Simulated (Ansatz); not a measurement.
# MnHg (Pm-3m): parallel moments

The calculation used Ansatz, DFT, PBE, all-electron LAPW, scalar-relativistic.

Command: `ansatz run input.yaml --threads 2 --pin off --max-ram 6144MiB --backend cpu --events-out ev --progress --plain --runs-dir out`

```yaml
crystal:
  lattice:
    - [3.315, 0.0, 0.0]
    - [0.0, 3.315, 0.0]
    - [0.0, 0.0, 6.63]
  atoms:
    - { symbol: Mn, position: [0.5, 0.5, 0.25], spin: 4.0 }
    - { symbol: Mn, position: [0.5, 0.5, 0.75], spin: 4.0 }
    - { symbol: Hg, position: [0.0, 0.0, 0.0] }
    - { symbol: Hg, position: [0.0, 0.0, 0.5] }
magnetization:
  spin_polarized: true
kpoints:
  mp_grid: { grid: [9, 9, 5] }
scf:
  occupations: { method: fermi_dirac, width: 0.1 }
  lower_state_search: "off"
hamiltonian:
  xc: pbe
  pseudopotentials: { kind: all_electron, lapw: { basis_error: 0.001 } }
output:
  forces: true
  stress: true
  eigenvalues: true
  populations: true
```

Log:

```
Mn: projections on atomic orbitals take those of the free atom 1s2 2s2 2p6 3s2 3p6 3d5 4s2, of charge +0.00 (hamiltonian.pseudopotentials.projection_atoms)
Hg: projections on atomic orbitals take those of the free atom 1s2 2s2 2p6 3s2 3p6 3d10 4s2 4p6 4d10 4f14 5s2 5p6 5d10 6s2, of charge +0.00 (hamiltonian.pseudopotentials.projection_atoms)
LAPW: plane waves up to 7.831 Å⁻¹, error target 1.0e-3 eV per atom; small_component_spin mean_spin; Mn in spheres of 1.389 Å, 15 of its electrons in bands, Dirac shells []; Hg in spheres of 1.482 Å, 34 of its electrons in bands, Dirac shells [] (how accurate: hamiltonian.pseudopotentials.lapw.basis_error, Limitations)
Engine: ansatz 0.2.0
Pseudopotentials: kind: all_electron
Pseudopotential: Mn, LAPW, valence charge 15, lapw/all_electron/scalar/gaussian/Mn, Koelling and Harmon's equation, gaussian nucleus
Pseudopotential: Hg, LAPW, valence charge 34, lapw/all_electron/scalar/gaussian/Hg, Koelling and Harmon's equation, gaussian nucleus
Functional definition: PBE
  parameter kappa = 0.804
  parameter beta = 0.06672455060314922
  exchange = pbe_x(kappa = kappa, mu = beta*pi^2/3)
  correlation = pbe_c(beta = beta)
Crystal: 4 atoms, lattice volume = 72.859 Å³
Basis set: ecut = 233.64934406186242 eV, 593 PW (Γ), exchange–correlation at level 2
Bands: 64, of which v1, the nominal top of the filled ones, is band 49 counted from 1 (48 counted from 0)
Symmetry: 32 space group operations
Space group: Pm-3m (ITA 221), of the structure as read, at distance tolerance 4.2e-5 Å
Magnetic group: BNS 221.92 (UNI 1594), of the structure as read, at distance tolerance 4.2e-5 Å
k-points: 45 of 405
Non-local potential: Mn, projectors of the file, none
Non-local potential: Hg, projectors of the file, none
Initial density: superposition of atomic densities (chi_scale 0.1, normalization cell)
Starting moments: Σ|m| = 8 μB on 2 of 4 sites
Initial wavefunctions: plane waves of lowest kinetic energy (no species holds an atomic orbital)
Functional: x = pbe(κ = 0.804, μ = 0.2195149727645171), c = pbe(β = 0.06672455060314922)
iter 1 solved again at ethr=3.00e-3 eV; its pass at ethr=1.00e-1 eV (dr2=2.94e0 eV) is discarded
SCF iter   1: F=—  HF=-1130716.631387 eV  |F-HF|=—  |Δ(HF+E_count)|=         —  Δρ=2.64e-2 (↑1.99e-2 ↓2.64e-2)  dr2=2.94e0  dr2_m=3.67e-2  M=7.050 μB ∫|m|=7.385 μB  β_m=0.30  ethr=3.00e-3  ⟨swp⟩=2.0  Hψ=35559  notcnv=0
preconditioner: auto → Kerker (q_TF=auto, 2.866 Å⁻¹)  [metal: Δε(μ)=0.007 eV  Ē_g=10.682 eV  σ=0.100 eV  W_gap=0.02  n_scr=38 (ndim 8)  ℏωp=26.8 eV  f_vac=0.000  D(μ)=5.40/eV (n_scr^D=54)]
spin=Collinear: Kerker preconditioning applied to the charge; magnetization (m = ρ↑ − ρ↓) channel mixes plain (no charge-response kernel on spin).
iter 2 solved again at ethr=1.05e-4 eV; its pass at ethr=3.00e-3 eV (dr2=1.03e-1 eV) is discarded
SCF iter   2: F=—  HF=-1130715.106860 eV  |F-HF|=—  |Δ(HF+E_count)|=    1.52e0  Δρ=9.30e-3 (↑5.90e-3 ↓9.30e-3)  dr2=1.03e-1  dr2_m=7.67e-3  M=7.706 μB ∫|m|=8.078 μB  β_m=1.00  ethr=1.05e-4  ⟨swp⟩=2.0  Hψ=28908  notcnv=0
SCF iter   3: F=—  HF=-1130714.689148 eV  |F-HF|=—  |Δ(HF+E_count)|=   4.18e-1  Δρ=5.38e-3 (↑5.30e-3 ↓5.38e-3)  dr2=1.43e-1  dr2_m=5.35e-4  M=7.626 μB ∫|m|=8.115 μB  β_m=1.00  ethr=1.05e-4  ⟨swp⟩=3.0  Hψ=17820  notcnv=0
SCF iter   4: F=—  HF=-1130714.653726 eV  |F-HF|=—  |Δ(HF+E_count)|=         —  Δρ=3.61e-3 (↑3.61e-3 ↓3.26e-3)  dr2=6.52e-2  dr2_m=2.56e-4  M=7.656 μB ∫|m|=8.168 μB  β_m=1.00  ethr=1.05e-4  ⟨swp⟩=2.0  Hψ=15052  notcnv=0
the basis was enlarged: its passes take 647.5 KiB over the memory plan, 2 of 2 planned eigensolver slots
SCF iter   5: F=—  HF=-1130714.644900 eV  |F-HF|=—  |Δ(HF+E_count)|=   8.83e-3  Δρ=1.66e-3 (↑1.62e-3 ↓1.66e-3)  dr2=7.70e-3  dr2_m=4.83e-4  M=7.734 μB ∫|m|=8.242 μB  β_m=1.00  ethr=6.65e-5  ⟨swp⟩=2.0  Hψ=15318  notcnv=0
SCF iter   6: F=—  HF=-1130714.650001 eV  |F-HF|=—  |Δ(HF+E_count)|=   5.10e-3  Δρ=1.17e-3 (↑1.17e-3 ↓1.10e-3)  dr2=8.53e-3  dr2_m=5.42e-6  M=7.730 μB ∫|m|=8.242 μB  β_m=1.00  ethr=7.86e-6  ⟨swp⟩=2.2  Hψ=16260  notcnv=0
SCF iter   7: F=—  HF=-1130714.646309 eV  |F-HF|=—  |Δ(HF+E_count)|=   3.69e-3  Δρ=5.78e-4 (↑5.78e-4 ↓3.98e-4)  dr2=9.10e-4  dr2_m=3.53e-5  M=7.753 μB ∫|m|=8.262 μB  β_m=1.00  ethr=7.86e-6  ⟨swp⟩=2.0  Hψ=16245  notcnv=0
SCF iter   8: F=—  HF=-1130714.646377 eV  |F-HF|=—  |Δ(HF+E_count)|=   6.84e-5  Δρ=2.13e-4 (↑2.13e-4 ↓1.97e-4)  dr2=3.80e-5  dr2_m=7.89e-6  M=7.763 μB ∫|m|=8.272 μB  β_m=1.00  ethr=9.28e-7  ⟨swp⟩=2.0  Hψ=16241  notcnv=0
SCF iter   9: F=—  HF=-1130714.646389 eV  |F-HF|=—  |Δ(HF+E_count)|=   1.17e-5  Δρ=1.41e-4 (↑1.41e-4 ↓1.36e-4)  dr2=6.16e-5  dr2_m=1.66e-8  M=7.763 μB ∫|m|=8.272 μB  β_m=0.30  ethr=3.87e-8  ⟨swp⟩=2.5  Hψ=16362  notcnv=0
Mixer restart at iter 9: flushing history
spin-set hold released at iteration 9 (site moments contracting): the magnetisation degrees of freedom join the quasi-Newton model from the next iteration; the mixer history was flushed
SCF iter  10: F=—  HF=-1130714.646378 eV  |F-HF|=—  |Δ(HF+E_count)|=   1.13e-5  Δρ=9.24e-5 (↑9.24e-5 ↓8.30e-5)  dr2=1.40e-5  dr2_m=2.04e-7  M=7.765 μB ∫|m|=8.274 μB  β_m=0.30  ethr=3.87e-8  ⟨swp⟩=2.0  Hψ=16241  notcnv=0
SCF iter  11: F=—  HF=-1130714.646381 eV  |F-HF|=—  |Δ(HF+E_count)|=   2.70e-6  Δρ=8.22e-5 (↑8.22e-5 ↓7.49e-5)  dr2=1.85e-5  dr2_m=3.74e-8  M=7.764 μB ∫|m|=8.273 μB  β_m=0.28  ethr=1.43e-8  ⟨swp⟩=2.0  Hψ=16241  notcnv=0
SCF iter  12: F=—  HF=-1130714.646383 eV  |F-HF|=—  |Δ(HF+E_count)|=   2.58e-6  Δρ=3.95e-5 (↑3.95e-5 ↓3.46e-5)  dr2=4.66e-6  dr2_m=2.28e-8  M=7.765 μB ∫|m|=8.274 μB  β_m=0.59  ethr=1.43e-8  ⟨swp⟩=2.0  Hψ=16241  notcnv=0
SCF iter  13: F=—  HF=-1130714.646384 eV  |F-HF|=—  |Δ(HF+E_count)|=   1.06e-6  Δρ=8.52e-6 (↑8.52e-6 ↓7.46e-6)  dr2=3.64e-7  dr2_m=1.03e-9  M=7.765 μB ∫|m|=8.274 μB  β_m=0.72  ethr=4.76e-9  ⟨swp⟩=2.2  Hψ=16261  notcnv=0
SCF iter  14: F=—  HF=-1130714.646384 eV  |F-HF|=—  |Δ(HF+E_count)|=   7.75e-8  Δρ=5.92e-6 (↑5.43e-6 ↓5.92e-6)  dr2=1.78e-7  dr2_m=1.18e-10  M=7.765 μB ∫|m|=8.274 μB  β_m=0.62  ethr=3.72e-10  ⟨swp⟩=2.0  Hψ=16241  notcnv=0
SCF iter  15: F=-1130714.646384 eV  HF=-1130714.646384 eV  |F-HF|=3.24e-8  |Δ(HF+E_count)|=   8.85e-8  Δρ=3.18e-6 (↑3.18e-6 ↓3.15e-6)  dr2=3.72e-8  dr2_m=1.71e-11  M=7.765 μB ∫|m|=8.274 μB  ethr=1.82e-10  ⟨swp⟩=2.0  Hψ=16241  notcnv=0
SCF 1 converged in 15 iterations: F = -1130714.646384 eV  dr2 = 3.72e-8
SCF converged after 15 iterations
Magnetization: 7.7653 μB (52.8827 up, 45.1173 down)
Absolute magnetization: 8.2741 μB (∫|ρ↑−ρ↓|)
Spin contamination: 0.2821 ħ² per cell (⟨S²⟩ above its minimum at these occupations)
Per-site moments (μB) at R_I (Å): [(3.9103076093480347, 1.3893600409897426), (3.9103076093480347, 1.3893600409897426), (-0.05450852127780337, 1.4815141297763117), (-0.05450852127780337, 1.4815141297763117)]
Free energy (F): -1130714.646384 eV
Harris-Foulkes:  -1130714.646384 eV  (|F-HF|=3.24e-8)
Internal energy: -1130714.537961 eV  (E = F + TS)
E sigma→0 (E₀):  -1130714.592173 eV
Entropy (-TS):   -0.108423 eV (-27.106 meV/atom)
Fermi energy:    18.376360 eV
--- Per-component energies (eV) ---
  E_band       = -3144.623169
  E_kinetic    = 1285317.241249
  E_xc         = -23121.842274
  E_electrostatic = -2392909.936937  (all electrons and nuclei)
  E_smearing   = -0.108423  (= −TS)
  E_closure    = 0.000000  (closes the sum)
  E_atoms      = -1130696.817462  (free atoms, spherical and without spin; not in F)
  Σ components = -1130714.646384   (vs F -1130714.646384, Δ=0.00e0)
  Basis errors (estimates in eV, not in F): energy 3.0e-4 per atom: plane waves 2.5e-4 (1.3e-4 summed), levels above the bands 1.1e-43, relativity 3.9e-8, radial functions 4.9e-5, core shells 1.2e-6; eigenvalues (radial functions only) 2.0e-6; not estimated: angular momenta, meshes, grids; target (lapw.basis_error) 1.0e-3; muffin-tin radii Mn 1.389 Å, Hg 1.482 Å
--- Forces (eV/Å), atoms counted from 1 ---
  atom   1  Mn     0.00000000     0.00000000     0.00000000
  atom   2  Mn     0.00000000     0.00000000     0.00000000
  atom   3  Hg    -0.00000000    -0.00000000     0.00000000
  atom   4  Hg    -0.00000000    -0.00000000     0.00000000
  max |Σ_I F_I| component: 7.89e-31 eV/Å
--- Stress (GPa, compression-positive) ---
        0.343718      -0.000000       0.000000
       -0.000000       0.343718       0.000000
        0.000000       0.000000       0.332258
  P = ⅓ Tr σ = 0.3399 GPa (3.399 kbar)
--- Band table (eV; the first three rows and the last of 90) ---
  k-point 0 ↑: bands = ["-97.1415", "-97.1413", "-75.1251", "-75.1251", "-75.1113", "-75.1113", "-75.1113", "-75.1113", "-75.1113", "-75.1113", "-75.1004", "-75.1004", "-75.1003", "-75.1003", "-75.1003", "-75.1003", "-62.9616", "-62.9607", "-45.5692", "-45.5569", "-45.5567", "-45.5567", "-45.5557", "-45.5557", "-31.7298", "-31.7132", "-31.7091", "-31.7091", "-31.7082", "-31.7082", "8.7341", "10.11 …
  k-point 1 ↑: bands = ["-97.1415", "-97.1414", "-75.1251", "-75.1251", "-75.1113", "-75.1113", "-75.1113", "-75.1113", "-75.1113", "-75.1113", "-75.1004", "-75.1004", "-75.1003", "-75.1003", "-75.1003", "-75.1003", "-62.9615", "-62.9608", "-45.5680", "-45.5581", "-45.5566", "-45.5566", "-45.5558", "-45.5558", "-31.7282", "-31.7147", "-31.7090", "-31.7090", "-31.7083", "-31.7083", "8.8897", "10.14 …
  k-point 2 ↑: bands = ["-97.1415", "-97.1414", "-75.1251", "-75.1251", "-75.1113", "-75.1113", "-75.1113", "-75.1113", "-75.1113", "-75.1113", "-75.1004", "-75.1004", "-75.1003", "-75.1003", "-75.1003", "-75.1003", "-62.9613", "-62.9610", "-45.5650", "-45.5612", "-45.5564", "-45.5564", "-45.5561", "-45.5561", "-31.7240", "-31.7189", "-31.7088", "-31.7088", "-31.7085", "-31.7085", "9.3146", "9.822 …
  k-point 44 ↓: bands = ["-97.1112", "-97.1111", "-75.1157", "-75.1157", "-75.1060", "-75.1060", "-75.1060", "-75.1060", "-75.1060", "-75.1060", "-75.0984", "-75.0984", "-75.0984", "-75.0984", "-75.0984", "-75.0984", "-58.8587", "-58.8584", "-45.5340", "-45.5340", "-45.5337", "-45.5337", "-45.5294", "-45.5256", "-27.7034", "-27.7034", "-27.7030", "-27.7030", "-27.6947", "-27.6885", "10.1564", "10. …
--- Löwdin populations: 4 sites ---
  site symbol       q [e]    m [muB]
     0     Mn     24.8460     4.0153
     1     Mn     24.8460     4.0153
     2     Hg     79.3648     0.0046
     3     Hg     79.3648     0.0046
  spilling = 0.007516 (of n_electrons = 210.000000)
```

populations.tsv:

```
# site	symbol	l	j	q_up	q_dn
# orbitals = lowdin
# n_electrons = 210.000000
# spilling = 0.007516
# projection_atom_Mn: 1s2 2s2 2p6 3s2 3p6 3d5 4s2
# projection_atom_Hg: 1s2 2s2 2p6 3s2 3p6 3d10 4s2 4p6 4d10 4f14 5s2 5p6 5d10 6s2
0	Mn	0_1S	-	0.999999	0.999999
0	Mn	0_2S	-	0.999939	0.999943
0	Mn	0_3S	-	0.998394	0.998545
0	Mn	0_4S	-	0.578901	0.528875
0	Mn	1_2P	-	2.999998	2.999998
0	Mn	1_3P	-	2.999856	2.999598
0	Mn	2_3D	-	4.853520	0.888398
1	Mn	0_1S	-	0.999999	0.999999
1	Mn	0_2S	-	0.999939	0.999943
1	Mn	0_3S	-	0.998394	0.998545
1	Mn	0_4S	-	0.578901	0.528875
1	Mn	1_2P	-	2.999998	2.999998
1	Mn	1_3P	-	2.999856	2.999598
1	Mn	2_3D	-	4.853520	0.888398
2	Hg	0_1S	-	1.000000	1.000000
2	Hg	0_2S	-	0.999998	0.999998
2	Hg	0_3S	-	0.999977	0.999974
2	Hg	0_4S	-	0.999780	0.999746
2	Hg	0_5S	-	0.997091	0.996607
2	Hg	0_6S	-	0.717606	0.752744
2	Hg	1_2P	-	3.000000	3.000000
2	Hg	1_3P	-	3.000000	3.000000
2	Hg	1_4P	-	2.999994	2.999990
2	Hg	1_5P	-	2.999380	2.998921
2	Hg	2_3D	-	5.000000	5.000000
2	Hg	2_4D	-	4.999999	4.999998
2	Hg	2_5D	-	4.970887	4.932121
2	Hg	3_4F	-	6.999999	6.999998
3	Hg	0_1S	-	1.000000	1.000000
3	Hg	0_2S	-	0.999998	0.999998
3	Hg	0_3S	-	0.999977	0.999974
3	Hg	0_4S	-	0.999780	0.999746
3	Hg	0_5S	-	0.997091	0.996607
3	Hg	0_6S	-	0.717606	0.752744
3	Hg	1_2P	-	3.000000	3.000000
3	Hg	1_3P	-	3.000000	3.000000
3	Hg	1_4P	-	2.999994	2.999990
3	Hg	1_5P	-	2.999380	2.998921
3	Hg	2_3D	-	5.000000	5.000000
[...]
```

Site moments (μB): Mn1 3.91, Mn2 3.91, Hg3 -0.05, Hg4 -0.05. Cell moment 7.77 μB.

The magnetic group in the log treats spin as a scalar label, without spin–orbit coupling.

The Ansatz runs typed with the search for lower states off end where their start leads. Spin–orbit coupling is left out although heavy atoms are present. These are results for the start and cell typed. The real compound can order otherwise, in a larger cell, or not at all, since semilocal functionals at zero temperature often overstate magnetism.

It took 36 s on 2 threads of Intel(R) Xeon(R) 6975P-C (Granite Rapids) (shared host), peak memory 0.94 GiB.
